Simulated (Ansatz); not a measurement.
Ta₅Si₃:
```xyz
16
Lattice="-3.2313 3.2313 5.8647 3.2313 -3.2313 5.8647 3.2313 3.2313 -5.8647" Properties=species:S:1:pos:R:3 pbc="T T T"
Si     0.0000     0.0000     2.9323
Si     0.0000     0.0000     8.7970
Ta     1.0646     4.2959     1.7630
Ta     2.1668     1.0646     1.7630
Ta     2.1668    -1.0646     7.6276
Ta     1.0646     2.1668     7.6276
Ta     1.0646     2.1668     4.1017
Ta     2.1668    -1.0646     4.1017
Ta     2.1668     1.0646    -1.7630
Ta     1.0646     4.2959    -1.7630
Si    -0.8417     2.3896     5.8647
Si     0.8417     2.3896     0.0000
Si     4.0731     0.8417     0.0000
Si     2.3896     0.8417     5.8647
Ta     0.0000     0.0000     0.0000
Ta     0.0000     0.0000     5.8647
```

Relaxed with LDA. Special points in fractions of this cell's reciprocal vectors: Γ (0.000, 0.000, 0.000); X (0.000, 0.000, 0.500); P (0.250, 0.250, 0.250); N (0.000, 0.500, 0.000); M (0.500, 0.500, -0.500); S (0.326, 0.674, -0.326); S0 (-0.326, 0.326, 0.326); R (-0.152, 0.152, 0.500); G (0.500, 0.500, -0.152).

Q: List the band energies nearest the Fermi level at these points for plane-wave PAW LDA (Ansatz code).

A: In eV from the Fermi level; about four levels below and three above (degenerate sets whole), none deeper than 8.9 eV; points with the same levels are listed once.

| k | below | above |
|---|---|---|
| Γ | -1.16 -0.93 -0.65 -0.65 | 0.51 0.51 0.60 |
| X | -1.32 -1.17 -0.75 -0.28 | 0.06 0.71 0.99 |
| P | -1.53 -1.53 -1.02 -1.02 | 0.18 0.18 1.05 1.05 |
| N | -1.48 -1.48 -1.29 -1.29 | 0.42 0.42 0.60 0.60 |
| M | -0.40 -0.32 -0.27 -0.27 | 0.07 0.18 0.18 |
| S | -1.27 -1.03 -1.03 -0.90 | 0.00 0.40 0.47 |
| R | -0.91 -0.79 -0.43 -0.14 | 0.41 0.49 1.25 |

Space group I4/mcm. The workflow started from an entry of the Crystallography Open Database (COD). Whether it is the stable phase at ambient conditions was not checked. The LDA relaxation kept the symmetry of its start; its stability against distortions is not shown here. The run is not spin-polarised. Scalar-relativistic: spin–orbit coupling is off unless named, which matters more the heavier the elements.

Potentials: the later of the program's two PAW sets.
